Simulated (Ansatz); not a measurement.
Cr: from a starting cell to a relaxed one

The start is a generated cell, Cr built in the AFLOW prototype A_tP4_129_ac (A_d). Cell shape, volume and atoms are optimised at zero target pressure with r2SCAN (plane waves to 500 eV, PAW, scalar-relativistic; Ansatz, an electronic-structure program). The first steps use a coarse 8×8×11 k-mesh.

Input geometry:
```yaml
crystal:
  lattice:
    - [4.10265, 0.00000, 0.00000]
    - [0.00000, 4.10265, 0.00000]
    - [0.00000, 0.00000, 2.83843]
  atoms:
    - { symbol: Cr, position: [0.00000, 0.00000, 0.00000] }
    - { symbol: Cr, position: [0.50000, 0.50000, 0.00000] }
    - { symbol: Cr, position: [0.50000, 0.00000, 0.37500] }
    - { symbol: Cr, position: [0.00000, 0.50000, 0.62500] }
```
Spin-polarised start, with parallel moments on Cr.

```yaml
outcome: The space group goes from P4/nmm (No. 129) to Im-3m (No. 229); the end is bcc (W type), with 2 atoms in the primitive magnetic cell
energy_released: 0.35 eV/atom
Shortest distances (start → end): "The closest pairs of elements (up to four, under 3.6 Å), start → end: Cr–Cr 2.31 → 2.56 Å"
band_gap_at_the_end: zero (metallic)
moments_at_the_end: net 0.00 μB/atom, antiferromagnetic
optimiser_moves: 7
```

It ends as:

Space group Im-3m (No. 229); a = b = c = 2.9597 Å, α = β = γ = 90.00°

```json
[
 {"atom": "Cr", "site": "2a", "symmetry": "m-3m", "x": "0.0000", "y": "0.0000", "z": "0.0000"}
]
```

Final values are on a 16×16×16 k-mesh of the relaxed cell. Spin state reached: antiferromagnetic (net 0.00 μB/atom), from parallel starting moments; other spin orders were not run from this start.

The run could not lose the symmetry of its start; a randomly shaken copy of 4 atoms returns to this structure.
